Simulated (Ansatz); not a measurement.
The geometry is COD entry 9008519, unchecked; take it as a test cell. The listed cell was then made from it by scaling, straining or moving an atom.

Tl: DFT, PBEsol, all-electron LAPW, scalar-relativistic (Ansatz 0.2.0).

The relaxation starts from this cell:

```
CELL_PARAMETERS angstrom
3.50148 0.00000 0.00000
-1.75074 3.03237 0.00000
0.00000 0.00000 5.59771
ATOMIC_POSITIONS crystal
Tl 0.33333 0.66667 0.25000
Tl 0.66667 0.33333 0.75000
```

Output:

```
The last accepted step is kept in <dir> (removed where the run ends without a failure and the disk answers)
LAPW: plane waves up to 6.767 Å⁻¹, error target 1.0e-3 eV per atom; small_component_spin mean_spin; Tl in spheres of 1.675 Å, 35 of its electrons in bands, Dirac shells []
Engine: ansatz 0.2.0
Pseudopotentials: kind: all_electron
Pseudopotential: Tl, LAPW, valence charge 35, Koelling and Harmon's equation, gaussian nucleus
Functional definition: PBEsol
  exchange = pbesol_x
  correlation = pbesol_c
Crystal: 2 atoms, lattice volume = 59.435 Å³
Basis set: ecut = 174.4603759916014 eV, 313 PW (Γ), exchange–correlation at level 2
Bands: 42, of which v1, the nominal top of the filled ones, is band 35 counted from 1 (34 counted from 0)
Symmetry: 24 space group operations
Space group: P63/mmc (ITA 194), of the structure as read, at distance tolerance 3.9e-5 Å
k-points: 64 of 726
Non-local potential: Tl, projectors of the file, none
Initial density: superposition of atomic densities (chi_scale 0.1, normalization cell)
Initial wavefunctions: plane waves of lowest kinetic energy (no species holds an atomic orbital)
Functional: x = pbesol(κ = 0.804, μ = 0.12345679012345678), c = pbesol(β = 0.046)
iter 1 solved again at ethr=1.69e-5 eV; its pass at ethr=1.00e-1 eV (dr2=1.18e-2 eV) is discarded
SCF iter   1: F=—  HF=-1101255.622348 eV  |F-HF|=—  |Δ(HF+E_count)|=         —  Δρ=4.83e-3  dr2=1.19e-2  ethr=1.69e-5  ⟨swp⟩=3.2  Hψ=17491  notcnv=0
preconditioner: auto → LDOS  [metal: Δε(μ)=0.006 eV  Ē_g=15.481 eV  σ=0.050 eV  W_gap=0.03  n_scr=22 (ndim 8)  ℏωp=24.6 eV  f_vac=0.064  D(μ)=1.25/eV (n_scr^D=2)  β→1.0]
iter 2 solved again at ethr=1.12e-6 eV; its pass at ethr=1.69e-5 eV (dr2=7.86e-4 eV) is discarded
SCF iter   2: F=—  HF=-1101255.612868 eV  |F-HF|=—  |Δ(HF+E_count)|=   9.48e-3  Δρ=1.36e-3  dr2=7.86e-4  ethr=1.12e-6  ⟨swp⟩=2.0  Hψ=14659  notcnv=0
SCF iter   3: F=—  HF=-1101255.565459 eV  |F-HF|=—  |Δ(HF+E_count)|=   4.74e-2  Δρ=1.22e-3  dr2=7.61e-4  ethr=1.12e-6  ⟨swp⟩=3.0  Hψ=9062  notcnv=0
SCF iter   4: F=—  HF=-1101255.563879 eV  |F-HF|=—  |Δ(HF+E_count)|=   1.58e-3  Δρ=4.40e-4  dr2=1.02e-4  ethr=1.09e-6  ⟨swp⟩=2.0  Hψ=8072  notcnv=0
SCF iter   5: F=—  HF=-1101255.563848 eV  |F-HF|=—  |Δ(HF+E_count)|=   3.05e-5  Δρ=1.14e-4  dr2=7.20e-6  ethr=1.45e-7  ⟨swp⟩=2.0  Hψ=8071  notcnv=0
SCF iter   6: F=—  HF=-1101255.563858 eV  |F-HF|=—  |Δ(HF+E_count)|=   9.55e-6  Δρ=1.41e-5  dr2=1.15e-7  ethr=1.03e-8  ⟨swp⟩=2.9  Hψ=8165  notcnv=0
SCF iter   7: F=-1101255.563858 eV  HF=-1101255.563858 eV  |F-HF|=1.63e-9  |Δ(HF+E_count)|=   1.30e-7  Δρ=1.65e-6  dr2=1.80e-9  ethr=1.65e-10  ⟨swp⟩=3.0  Hψ=8257  notcnv=0
SCF 1 converged in 7 iterations: F = -1101255.563858 eV  dr2 = 1.80e-9
relax step   1: F+E_penalty+E_count = -1101255.56385798 eV  Δ(F+E_penalty+E_count) = +0.000e0 eV  max|allowed force component| = 4.626e-18 eV/Å  Δτ_max = 0.0000 Å  P = -1.270 GPa  Ω = 59.435 Å³  (7 SCF iters, accepted)
Crystal: 2 atoms, lattice volume = 57.595 Å³
Basis set: ecut = 178.156056098524 eV, 313 PW (Γ), exchange–correlation at level 2
Initial density: handed on by an earlier stage of this run
Initial wavefunctions: those handed on with the density
iter 1 solved again at ethr=6.08e-9 eV; its pass at ethr=1.00e-1 eV (dr2=4.26e-6 eV) is discarded
SCF iter   1: F=—  HF=-1101255.572881 eV  |F-HF|=—  |Δ(HF+E_count)|=         —  Δρ=9.43e-5  dr2=4.45e-6  ethr=6.08e-9  ⟨swp⟩=5.5  Hψ=15779  notcnv=0
preconditioner: auto → LDOS  [metal: Δε(μ)=0.008 eV  Ē_g=15.913 eV  σ=0.050 eV  W_gap=0.04  n_scr=22 (ndim 8)  ℏωp=24.9 eV  f_vac=0.045  D(μ)=1.28/eV (n_scr^D=2)  β→1.0]
iter 2 solved again at ethr=1.85e-10 eV; its pass at ethr=6.08e-9 eV (dr2=1.30e-7 eV) is discarded
SCF iter   2: F=—  HF=-1101255.572879 eV  |F-HF|=—  |Δ(HF+E_count)|=   2.11e-6  Δρ=2.29e-5  dr2=1.30e-7  ethr=1.85e-10  ⟨swp⟩=2.0  Hψ=14368  notcnv=0
SCF iter   3: F=—  HF=-1101255.572856 eV  |F-HF|=—  |Δ(HF+E_count)|=   2.31e-5  Δρ=1.89e-5  dr2=1.25e-7  ethr=1.85e-10  ⟨swp⟩=3.0  Hψ=8908  notcnv=0
SCF iter   4: F=-1101255.572855 eV  HF=-1101255.572855 eV  |F-HF|=1.07e-8  |Δ(HF+E_count)|=   7.09e-7  Δρ=7.64e-6  dr2=2.01e-8  ethr=1.79e-10  ⟨swp⟩=2.7  Hψ=8132  notcnv=0
SCF 2 converged in 4 iterations: F = -1101255.572855 eV  dr2 = 2.01e-8
relax step   2: F+E_penalty+E_count = -1101255.57285528 eV  Δ(F+E_penalty+E_count) = -8.997e-3 eV  max|allowed force component| = 8.529e-18 eV/Å  Δτ_max = 0.0000 Å  P = -0.257 GPa  Ω = 57.595 Å³  (4 SCF iters, accepted)
Crystal: 2 atoms, lattice volume = 57.136 Å³
Basis set: ecut = 179.10911167085825 eV, 313 PW (Γ), exchange–correlation at level 2
iter 1 solved again at ethr=2.87e-9 eV; its pass at ethr=1.00e-1 eV (dr2=2.01e-6 eV) is discarded
SCF iter   1: F=—  HF=-1101255.573255 eV  |F-HF|=—  |Δ(HF+E_count)|=         —  Δρ=6.63e-5  dr2=3.70e-6  ethr=2.87e-9  ⟨swp⟩=5.9  Hψ=15416  notcnv=0
preconditioner: auto → LDOS  [metal: Δε(μ)=0.031 eV  Ē_g=15.960 eV  σ=0.050 eV  W_gap=0.15  n_scr=22 (ndim 8)  ℏωp=25.0 eV  f_vac=0.041  D(μ)=1.25/eV (n_scr^D=2)  β→1.0]
iter 2 solved again at ethr=9.59e-11 eV; its pass at ethr=2.87e-9 eV (dr2=6.71e-8 eV) is discarded
SCF iter   2: F=—  HF=-1101255.573254 eV  |F-HF|=—  |Δ(HF+E_count)|=   9.11e-7  Δρ=1.71e-5  dr2=6.71e-8  ethr=9.59e-11  ⟨swp⟩=2.0  Hψ=13720  notcnv=0
SCF iter   3: F=—  HF=-1101255.573253 eV  |F-HF|=—  |Δ(HF+E_count)|=   1.36e-6  Δρ=8.95e-6  dr2=3.48e-8  ethr=9.58e-11  ⟨swp⟩=3.0  Hψ=8908  notcnv=0
SCF iter   4: F=-1101255.573253 eV  HF=-1101255.573253 eV  |F-HF|=7.45e-9  |Δ(HF+E_count)|=   2.26e-7  Δρ=3.90e-6  dr2=6.79e-9  ethr=4.97e-11  ⟨swp⟩=2.0  Hψ=8073  notcnv=0
SCF 3 converged in 4 iterations: F = -1101255.573253 eV  dr2 = 6.79e-9
relax step   3: F+E_penalty+E_count = -1101255.57325256 eV  Δ(F+E_penalty+E_count) = -3.973e-4 eV  max|allowed force component| = 2.458e-18 eV/Å  Δτ_max = 0.0000 Å  P = +0.016 GPa  Ω = 57.136 Å³  (4 SCF iters, accepted)
Crystal: 2 atoms, lattice volume = 57.126 Å³
Basis set: ecut = 179.13150651834363 eV, 313 PW (Γ), exchange–correlation at level 2
iter 1 solved again at ethr=6.30e-10 eV; its pass at ethr=1.00e-1 eV (dr2=4.41e-7 eV) is discarded
SCF iter   1: F=—  HF=-1101255.573296 eV  |F-HF|=—  |Δ(HF+E_count)|=         —  Δρ=5.37e-5  dr2=2.85e-6  ethr=6.30e-10  ⟨swp⟩=5.4  Hψ=15848  notcnv=0
eigensolver tolerance schedule calibrated: the retry pair's looser diagonalisation under-reported the residual by θ = 0.85 (0.10/decade); ethr = c·dr2/N_el runs at the constant in force after the calibration composes with the one it found (an armed cap, an earlier calibration), c = 9.4e-2
preconditioner: auto → LDOS  [metal: Δε(μ)=0.040 eV  Ē_g=15.963 eV  σ=0.050 eV  W_gap=0.20  n_scr=22 (ndim 8)  ℏωp=25.1 eV  f_vac=0.041  D(μ)=1.22/eV (n_scr^D=2)  β→1.0]
iter 2 solved again at ethr=5.32e-11 eV; its pass at ethr=6.30e-10 eV (dr2=3.96e-8 eV) is discarded
SCF iter   2: F=—  HF=-1101255.573295 eV  |F-HF|=—  |Δ(HF+E_count)|=   2.05e-7  Δρ=1.38e-5  dr2=3.95e-8  ethr=5.32e-11  ⟨swp⟩=2.0  Hψ=13752  notcnv=0
SCF iter   3: F=-1101255.573295 eV  HF=-1101255.573295 eV  |F-HF|=2.58e-8  |Δ(HF+E_count)|=   1.89e-8  Δρ=2.93e-6  dr2=4.77e-9  ethr=5.31e-11  ⟨swp⟩=3.0  Hψ=8254  notcnv=0
SCF 4 converged in 3 iterations: F = -1101255.573295 eV  dr2 = 4.77e-9
relax step   4: F+E_penalty+E_count = -1101255.57329530 eV  Δ(F+E_penalty+E_count) = -4.275e-5 eV  max|allowed force component| = 4.626e-18 eV/Å  Δτ_max = 0.0000 Å  P = +0.013 GPa  Ω = 57.126 Å³  (3 SCF iters, accepted)
Crystal: 2 atoms, lattice volume = 57.120 Å³
Basis set: ecut = 179.14348345273044 eV, 313 PW (Γ), exchange–correlation at level 2
iter 1 solved again at ethr=1.41e-9 eV; its pass at ethr=1.00e-1 eV (dr2=9.86e-7 eV) is discarded
SCF iter   1: F=—  HF=-1101255.573323 eV  |F-HF|=—  |Δ(HF+E_count)|=         —  Δρ=8.71e-5  dr2=7.55e-6  ethr=1.41e-9  ⟨swp⟩=5.4  Hψ=16092  notcnv=0
eigensolver tolerance schedule calibrated: the retry pair's looser diagonalisation under-reported the residual by θ = 0.87 (0.11/decade); ethr = c·dr2/N_el runs at the constant in force after the calibration composes with the one it found (an armed cap, an earlier calibration), c = 8.2e-2
preconditioner: auto → LDOS  [metal: Δε(μ)=0.048 eV  Ē_g=15.965 eV  σ=0.050 eV  W_gap=0.23  n_scr=22 (ndim 8)  ℏωp=25.1 eV  f_vac=0.041  D(μ)=1.16/eV (n_scr^D=2)  β→1.0]
SCF iter   2: F=—  HF=-1101255.573321 eV  |F-HF|=—  |Δ(HF+E_count)|=   1.86e-6  Δρ=2.21e-5  dr2=1.04e-7  ethr=1.41e-9  ⟨swp⟩=3.0  Hψ=8277  notcnv=0
SCF iter   3: F=—  HF=-1101255.573321 eV  |F-HF|=—  |Δ(HF+E_count)|=   5.24e-8  Δρ=4.63e-6  dr2=1.19e-8  ethr=1.21e-10  ⟨swp⟩=3.0  Hψ=8261  notcnv=0
SCF iter   4: F=-1101255.573321 eV  HF=-1101255.573321 eV  |F-HF|=1.96e-8  |Δ(HF+E_count)|=   2.96e-8  Δρ=1.81e-6  dr2=2.11e-9  ethr=1.38e-11  ⟨swp⟩=2.2  Hψ=8089  notcnv=0
SCF 5 converged in 4 iterations: F = -1101255.573321 eV  dr2 = 2.11e-9
relax step   5: F+E_penalty+E_count = -1101255.57332143 eV  Δ(F+E_penalty+E_count) = -2.613e-5 eV  max|allowed force component| = 1.156e-18 eV/Å  Δτ_max = 0.0000 Å  P = +0.001 GPa  Ω = 57.120 Å³  (4 SCF iters, accepted)
iter 1 solved again at ethr=5.35e-12 eV; its pass at ethr=1.00e-1 eV (dr2=3.74e-9 eV) is discarded
SCF iter   1: F=—  HF=-1101255.573321 eV  |F-HF|=—  |Δ(HF+E_count)|=         —  Δρ=1.75e-6  dr2=2.13e-9  ethr=5.35e-12  ⟨swp⟩=8.5  Hψ=21126  notcnv=0  reapply=42
preconditioner: auto → LDOS  [metal: Δε(μ)=0.047 eV  Ē_g=15.966 eV  σ=0.050 eV  W_gap=0.22  n_scr=22 (ndim 8)  ℏωp=25.1 eV  f_vac=0.041  D(μ)=1.17/eV (n_scr^D=2)  β→1.0]
iter 2 solved again at ethr=1.00e-12 eV; its pass at ethr=3.04e-12 eV (dr2=6.71e-11 eV) is discarded
SCF iter   2: F=-1101255.573321 eV  HF=-1101255.573321 eV  |F-HF|=3.82e-8  |Δ(HF+E_count)|=   7.68e-7  Δρ=4.96e-7  dr2=6.71e-11  ethr=2.17e-12 (applied; sched 1.00e-12)  ⟨swp⟩=2.0  Hψ=14159  notcnv=0
SCF 6 converged in 2 iterations: F = -1101255.573321 eV  dr2 = 6.71e-11
relax step   6: F+E_penalty+E_count = -1101255.57332141 eV  Δ(F+E_penalty+E_count) = +2.189e-8 eV  max|allowed force component| = 1.446e-18 eV/Å  Δτ_max = 0.0000 Å  P = +0.001 GPa  Ω = 57.120 Å³  stress off target by 3.55e-3 GPa  SCF on the basis re-selected at this cell (its energy is not comparable with the rows above)  (2 SCF iters)
basis re-selected at this cell: Δ(F+E_penalty+E_count) = +2.189e-8 eV, ΔP = -0.000 GPa vs the last step (what re-selecting the basis moved, after the strain that the cell walked since its last selection, with what the two solves' SCF thresholds leave and, on support functions, any second-order correction that the steps lacked; it is no measure of the basis error at this ecutwfc). This SCF's stress stands 3.55e-3 GPa from its target on what of the cell is left free (relax.cell.stress_tol is 5.00e-2 GPa) and its largest allowed force component is 1.45e-18 eV/Å (relax.f_tol is 5.00e-3 eV/Å): within both
SCF converged after 2 iterations
Free energy (F): -1101255.573321 eV
Harris-Foulkes:  -1101255.573321 eV  (|F-HF|=3.82e-8)
Internal energy: -1101255.564257 eV  (E = F + TS)
E sigma→0 (E₀):  -1101255.568789 eV
Entropy (-TS):   -0.009064 eV (-4.532 meV/atom)
Fermi energy:    15.427863 eV
--- Per-component energies (eV) ---
  E_band       = -3617.919680
  E_kinetic    = 1264624.867074
  E_xc         = -20414.730819
  E_electrostatic = -2345465.700513  (all electrons and nuclei)
  E_smearing   = -0.009064  (= −TS)
  E_closure    = 0.000000  (closes the sum)
  E_atoms      = -1101250.324580  (free atoms, spherical and without spin; not in F)
  Σ components = -1101255.573321   (vs F -1101255.573321, Δ=0.00e0)
  Basis errors (estimates in eV, not in F): energy 2.4e-4 per atom: plane waves 2.4e-4 (1.2e-4 summed), levels above the bands 1.0e-77, relativity 1.1e-8, radial functions 1.4e-6, core shells 1.8e-8; eigenvalues (radial functions only) 4.5e-5; not estimated: angular momenta, meshes, grids; target (lapw.basis_error) 1.0e-3; muffin-tin radii Tl 1.652 Å
--- Forces (eV/Å), atoms counted from 1 ---
  atom   1  Tl    -0.00000000     0.00000000     0.00000000
  atom   2  Tl     0.00000000    -0.00000000     0.00000000
  max |Σ_I F_I| component: 5.78e-19 eV/Å
--- Stress (GPa, compression-positive) ---
        0.003418       0.000000       0.000000
        0.000000       0.003418       0.000000
        0.000000       0.000000      -0.003555
  P = ⅓ Tr σ = 0.0011 GPa (0.011 kbar)
--- Relaxed structure (5 steps of the walk, 5 accepted, 1 SCFs on fresh bases) ---
  F+E_penalty+E_count = -1101255.57332141 eV   max|allowed force component| = 1.446e-18 eV/Å   (the final SCF, on the basis selected at the relaxed cell)
  cell:  # Å, volume = 57.1199 Å³
    - [3.4507297820241054, 0.0, 0.0]
    - [-1.7253648910120527, 2.988419652828414, 0.0]
    - [0.0, 0.0, 5.5390446880184445]
  atoms:
    - { symbol: Tl, position: [0.33333333333333337, 0.6666666666666667, 0.25] }
    - { symbol: Tl, position: [0.6666666666666667, 0.33333333333333337, 0.75] }
```
